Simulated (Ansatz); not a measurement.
Polymorphs of BiB, each relaxed with plane-wave PAW r²SCAN (Ansatz code):

A: zinc blende (F-43m)
a = b = c = 5.4900 Å, α = β = γ = 90.00°

```csv
atom,site,symmetry,x,y,z
Bi,4c,-43m,0.2500,0.2500,0.2500
B,4a,-43m,0.0000,0.0000,0.0000
```

B: rock salt (Fm-3m)
a = 5.257 Å, b = 5.257 Å, c = 5.257 Å, α = 90.00°, β = 90.00°, γ = 90.00°

| atom | site | symmetry | x | y | z |
|---|---|---|---|---|---|
| B | 4b | m-3m | 0.5000 | 0.5000 | 0.5000 |
| Bi | 4a | m-3m | 0.0000 | 0.0000 | 0.0000 |

C: CsCl type (Pm-3m)
a = b = c = 3.3489 Å, α = β = γ = 90.00°

| atom | site | symmetry | x | y | z |
|---|---|---|---|---|---|
| B | 1a | m-3m | 0.0000 | 0.0000 | 0.0000 |
| Bi | 1b | m-3m | 0.5000 | 0.5000 | 0.5000 |

### Question
Rank these by energy per atom at 0 K (lowest first), as r²SCAN gives it.

### Answer
A (+0 meV/atom), B (+477 meV/atom), C (+944 meV/atom)

### Question
Give each one's gap.

### Answer
A 0.39 eV; B no gap; C no gap.

Constructed cells (a structure type filled with these elements, in neither database checked): A; B; C. All cells were relaxed under the symmetry of their starts (and spin orders); stability against distortions was not tested throughout. Scalar-relativistic: spin–orbit coupling is off unless named, which matters more the heavier the elements.

Energies hold the estimated change up to a 700 eV cutoff; steps of a few meV lie near the error of the meshes.

Potentials: the later of the program's two PAW sets.
